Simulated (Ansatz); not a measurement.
## Property card for MoIr

MoIr:
```
MoIr
1.0
    0.00000     2.55919     2.55919
    2.55919     0.00000     2.55919
    2.55919     2.55919     0.00000
Ir Mo
1 1
Direct
  0.00000   0.00000   0.00000
  0.50000   0.50000   0.50000
```

Space group Fm-3m (No. 225), rock salt; conventional cell a = b = c = 5.1184 Å, α = β = γ = 90.00°.

Method: DFT-PBEsol in the program Ansatz with PAW potentials. The cell and atoms are relaxed at this level. Other levels are named where they apply.

**Cell and energy**

```json
{
  "volume_per_atom": "16.76 Å³",
  "density": "14.27 g/cm³",
  "Formation energy from the elements (no fitted shifts)": "0.83 eV/atom"
}
```

**Electronic structure**

```json
{
  "electronic_character": "metallic (no gap)",
  "Density of states at the Fermi level": "1.2 states/eV per atom (mean over ±0.08 eV)",
  "Gap with spin–orbit coupling": "none (metallic)"
}
```

**Mechanics**

```json
{
  "Bulk modulus (Birch–Murnaghan fit)": "246 GPa",
  "Pressure derivative B′": "4.5",
  "Elastic constants (relaxed ions, GPa)": "C11 = 253, C12 = 244, C44 = -4.6",
  "mechanical_stability": "unstable (C has a negative eigenvalue)"
}
```

**Phonons**

```json
{
 "highest_zone_centre_frequency": "61 cm⁻¹",
 "zone_centre_stability": "no imaginary mode at Γ"
}
```

The start of the workflow was typed in or built on a structure type; neither database checked (COD, Materials Project) lists it. COD files the formula under space group No. 51. Its standing as an ambient phase is unchecked. Symmetry was held in the PBEsol relaxation. The run is not spin-polarised. Its formation energy is positive at this level, so the cell may be metastable or incomplete. As this level gives no gap, shear constants depend on the k-mesh and smearing (Fermi–Dirac, 0.1 eV here). As this level gives no gap, phonon frequencies hold no LO–TO term and depend on the k-mesh and smearing (Fermi–Dirac, 0.1 eV here). The references are the lowest solids computed at this level, not always the standard phases. Scalar-relativistic: spin–orbit coupling is off unless named, which matters more the heavier the elements.

Potentials: the later of the program's two PAW sets.
